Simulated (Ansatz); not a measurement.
PtS2 in space group R3m (No. 160; Pt on 3a, S on 3a, S on 3a), PBE (plane waves, PAW; program Ansatz), all energies at zero smearing, with the estimated change up to a 700 eV cutoff added, with one set of potentials and settings (totals compare only within such a set). Cell of 3 atoms (1 Pt, 2 S): -14326.578 eV.

```csv
element,reference phase,E (eV/atom)
Pt,"Fm-3m, 1 atoms in the cell",-12523.0127
S,"Fddd, 32 atoms in the cell",-902.0599
```

Formation energy per atom, worked out: (-14326.578 − 1×(-12523.0127) − 2×(-902.0599))/3 = 0.185 eV/atom (18 kJ per mol of atoms), at 0 K, without zero-point energy or fitted corrections.

The cell is a constructed one: a structure type filled with these elements; neither database checked (COD, Materials Project) lists it. COD files the formula under space group No. 164, so this cell is another polymorph or a model. Its standing as an ambient phase is unchecked. The cell was relaxed with PBE under the symmetry of its start; whether a distortion lowers the energy is not shown. No spin polarisation was allowed. A crystal of weakly bound layers computed without a dispersion correction: the cell and the soft elastic constants depend strongly on that. The references are the lowest solids computed at this level, not always the standard phases. Spin–orbit coupling is left out wherever it is not named.

Potentials: the later of the program's two PAW sets.
